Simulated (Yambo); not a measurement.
Yambo run on IrCl₃ (space group C2/m, No. 12). The wavefunctions are PBEsol (Quantum ESPRESSO, PseudoDojo norm-conserving, 68 Ry, without SOC) ones on a 2×2×2 mesh (38 occupied bands); a = 6.065 Å, b = 6.065 Å, c = 5.949 Å, α = 99.28°, β = 99.28°, γ = 120.02°.

Yambo input:

```
rim_cut
gw0
dyson
el_el_corr
HF_and_locXC
ppa
em1d
RandQpts= 1000000
RandGvec= 1 Ry
EXXRLvcs= 68 Ry
VXCRLvcs= 272 Ry
Chimod= "HARTREE"
% BndsRnXp
 9 | 348 |
%
NGsBlkXp= 8 Ry
% LongDrXp
 1.0 | 1.0 | 1.0 |
%
PPAPntXp= 10 eV
% GbndRnge
 1 | 348 |
%
GTermKind= "BG"
DysSolver= "n"
ExtendOut
% QPkrange
 5 | 5 | 38 | 38 |
 6 | 6 | 38 | 39 |
%
```

k points by index: 5 = (-0.5, -0.5, 0), 6 = (-0.5, -0.5, -0.5).

Table of the .qp output:

```
#    K-point    Band    Eo [eV]    E [eV]    E-Eo [eV]    Vxc [eV]    Vnlxc [eV]    Sc|Eo [eV]    Sc|E [eV]    dSc/dw|Eo [eV]    Re(Z)    Im(Z)
#
    5    38    0.000000    -0.468241    -0.468241    -17.96652    -21.82594    3.242113    3.391183    -8.659619    0.758585    -0.001966
    6    38    -0.047011    -0.421666    -0.374655    -18.64510    -22.63004    3.488682    3.610281    -8.827060    0.755060    -0.002031
    6    39    1.695049    2.773419    1.078370    -17.83668    -12.90988    -3.520170    -3.848437    -8.282080    0.766654    -0.001958
```
(The two width columns are left out.) Convergence of these settings isn't established.

Geometry relaxed with PBE+D3(BJ).

The structure is a Materials Project entry; no match was found in the copy of COD used, and its stability was not checked.
